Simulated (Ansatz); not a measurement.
BaTiB$_{2}$O$_{6}$:
```xyz
10
Lattice="2.5193 1.4545 5.4723 -2.5193 1.4545 5.4723 0.0000 -2.9090 5.4723" Properties=species:S:1:pos:R:3 pbc="T T T"
Ba     0.0000     0.0000     0.0000
Ti     0.0000     0.0000     8.2085
B      0.0000     0.0000     3.8400
B      0.0000     0.0000    12.5770
O     -0.2261    -1.5585     9.3604
O      0.2261     1.5585     7.0565
O      1.4628     0.5834     9.3604
O     -1.4628    -0.5834     7.0565
O     -1.2367     0.9751     9.3604
O      1.2367    -0.9751     7.0565
```

DFT-r²SCAN in the program Ansatz with PAW potentials gives a gap of 2.91 eV without spin–orbit coupling, maximum at T, minimum on the Γ–T line, 2 % of the way from Γ.

**Question.** What happens when spin–orbit coupling is switched on?

**Answer.** The gap stays essentially unchanged, to 2.91 eV; maximum at T, minimum on the Γ–T line, 2 % of the way from Γ.

**Question.** Give the hole effective mass with spin–orbit coupling.

**Answer.** 1.6, 1.6, 9.2 mₑ (principal values).

Space group R-3. The first step of the workflow began from a Materials Project structure, measured or hypothetical; the Crystallography Open Database files this formula in space group No. 148, but the cells were not matched. Whether it is the stable phase at ambient conditions was not checked. Symmetry was held in the r²SCAN relaxation; whether a distortion lowers the energy is not shown. The run is not spin-polarised.

Potentials: the later of the program's two PAW sets.
